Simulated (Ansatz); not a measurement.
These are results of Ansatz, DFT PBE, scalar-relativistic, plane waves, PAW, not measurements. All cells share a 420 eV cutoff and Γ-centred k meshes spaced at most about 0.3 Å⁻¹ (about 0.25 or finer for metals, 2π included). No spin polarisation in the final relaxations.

Each of these unrelaxed guesses is relaxed in cell and atoms within its symmetry. A guess keeps its type if space group and coordination stay and the shape of the cell changes little (axis ratios within about 15 %, angles within 6°); the volume may change.

1. Al2P3

```
CELL_PARAMETERS angstrom
4.33506 0.00000 0.00000
0.00000 4.33506 0.00000
0.00000 0.00000 4.83552
ATOMIC_POSITIONS crystal
Al 0.50000 0.00000 0.00000
Al 0.00000 0.50000 0.00000
P 0.50000 0.00000 0.50000
P 0.00000 0.50000 0.50000
P 0.00000 0.00000 0.00000
```

2. LiTa4O

```
CELL_PARAMETERS angstrom
4.35076 0.00000 0.00000
0.00000 4.35076 0.00000
0.00000 0.00000 4.57344
ATOMIC_POSITIONS crystal
Li 0.50000 0.50000 0.50000
Ta 0.70969 0.00000 0.50000
Ta 0.29031 0.00000 0.50000
Ta 0.00000 0.70969 0.50000
Ta 0.00000 0.29031 0.50000
O 0.00000 0.00000 0.50000
```

Q: Which keep their type?

A: Guess 1 keeps its type.

| guess | kept | start group | end group | V start (Å³/atom) | V end | b/a and c/a, end over start | nearest neighbours start | nearest neighbours end |
| --- | --- | --- | --- | --- | --- | --- | --- | --- |
| 1 | yes | P4/mmm | P4/mmm | 18.2 | 20.7 | 1.00, 0.92 | Al 4, P 2/4 | Al 4, P 2/4 |
| 2 | no | P4/mmm | P4/mmm | 14.4 | 20.9 | 1.00, 0.37 | Li 8, O 4, Ta 1 | Li 2, O 4, Ta 1 |

Neighbours count within 15 % of an atom's shortest distance; end groups are read at 0.02 Å (0.05 Å in metals).

Spin–orbit coupling, which can matter for Ta, is left out. In Al2P3 P4/mmm an odd number of electrons in the primitive cell allows no gap without spin; a larger cell or a magnetic state could open one. A magnetic state wasn't ruled out in cells without spin, among them Al2P3 P4/mmm. Cells relaxed within their symmetry can be saddle points.

In counts of neighbours, a slash parts the counts of unlike sites.
